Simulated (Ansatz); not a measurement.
GeI2:
```cif
data_GeI2
_chemical_formula_sum 'Ge1 I2'
_space_group_name_H-M_alt 'P 1'
_space_group_IT_number 1
_cell_length_a 4.14701
_cell_length_b 4.14701
_cell_length_c 6.64495
_cell_angle_alpha 90.000
_cell_angle_beta 90.000
_cell_angle_gamma 120.000
loop_
_space_group_symop_operation_xyz
  'x, y, z'
loop_
_atom_site_label
_atom_site_type_symbol
_atom_site_fract_x
_atom_site_fract_y
_atom_site_fract_z
_atom_site_occupancy
Ge1 Ge 0.00000 0.00000 0.00000 1
I1 I 0.33333 0.66667 0.25962 1
I2 I 0.66667 0.33333 0.74038 1
```

This is the LDA-relaxed structure.

**Question.** All from LDA in the plane-wave PAW code Ansatz, unless another level is named. Estimate the formation energy from the elements (no fitted shifts).

**Answer.** -0.32 eV/atom.

**Question.** Next, the valence-band maximum?

**Answer.** on the H–A line, 95 % of the way from H.

**Question.** And the weight of the conduction-edge state by species (Voronoi cells)?

**Answer.** Ge 61 %, I 39 %.

Space group P-3m1 (CdI2 type). The workflow started from an entry of the Crystallography Open Database (COD), which files this formula under 2 space groups. Its standing as an ambient phase is unchecked. The LDA relaxation kept the symmetry of its start; of distortions, only those at the zone centre were tested. A crystal of weakly bound layers computed without a dispersion correction: the cell and the soft elastic constants depend strongly on that. The references are the lowest solids computed at this level, not always the standard phases. Spin–orbit coupling is left out wherever it is not named.

Potentials: the later of the program's two PAW sets.
